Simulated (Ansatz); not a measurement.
TiB2:
```
CELL_PARAMETERS angstrom
      3.02471     0.00000     0.00000
     -1.51235     2.61947     0.00000
      0.00000     0.00000     3.22429
ATOMIC_POSITIONS crystal
  Ti 0.00000 0.00000 0.00000
  B  0.33333 0.66667 0.50000
  B  0.66667 0.33333 0.50000
```

Relaxed with r²SCAN.

Problem. Decompose the optical modes at the zone centre into irreducible representations, and say which are infrared and Raman allowed.

Solution. Point group 6/mmm: Γ_opt = A2u + B1g + E1u + E2g. Infrared: A2u, E1u. Raman: E2g.

Problem. Assign frequencies (DFPT, the program Ansatz at the r²SCAN level (PAW)).

Solution. A2u 518, E1u 520, B1g 557, E2g 894 cm⁻¹.

Subscripts of B labels follow the axes of the standard setting.

Space group P6/mmm. The r²SCAN relaxation kept the symmetry of its start. The run is not spin-polarised. As this level gives no gap, phonon frequencies hold no LO–TO term and depend on the k-mesh and smearing (Fermi–Dirac, 0.1 eV here).

Potentials: the earlier of the program's two PAW sets. The files were generated under PBE; for other functionals the program regenerates the frozen cores, and for LDA and PBEsol the local potential too.
